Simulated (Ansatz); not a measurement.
IrW:
```
IrW
1.0
    3.15305     0.00000     0.00000
    0.00000     3.15305     0.00000
    0.00000     0.00000     3.15305
Ir W
1 1
Direct
  0.00000   0.00000   0.00000
  0.50000   0.50000   0.50000
```

Relaxed with PBE. Special points in fractions of this cell's reciprocal vectors: Γ (0.000, 0.000, 0.000); X (0.000, 0.500, 0.000); M (0.500, 0.500, 0.000); R (0.500, 0.500, 0.500).

### Question
List the band energies nearest the Fermi level at these points for plane-wave PAW PBE (Ansatz code).

### Answer
In eV from the Fermi level; about four levels below and three above (degenerate sets whole), none deeper than 8.9 eV; points with the same levels are listed once.

| k | below | above |
|---|---|---|
| Γ | -6.57 -6.57 -3.02 -3.02 -3.02 | 0.50 0.50 3.24 3.24 3.24 |
| X | -2.96 -2.96 -1.80 -0.91 -0.91 | 0.10 1.18 3.22 |
| M | -0.57 -0.55 -0.07 -0.07 | 0.97 2.84 3.79 3.79 |
| R | -3.63 -3.63 -3.63 -0.46 -0.46 | 3.00 3.00 4.09 |

Space group Pm-3m (CsCl type). The start of the workflow was typed in or built on a structure type; neither database checked (COD, Materials Project) lists it. COD files the formula under space group No. 51, so this cell is another polymorph or a model. Its standing as an ambient phase is unchecked. The PBE relaxation kept the symmetry of its start; whether a distortion lowers the energy is not shown. The run is not spin-polarised. Its formation energy is positive at this level, so the cell may be metastable or incomplete. Spin–orbit coupling is left out wherever it is not named.

Potentials: the earlier of the program's two PAW sets.
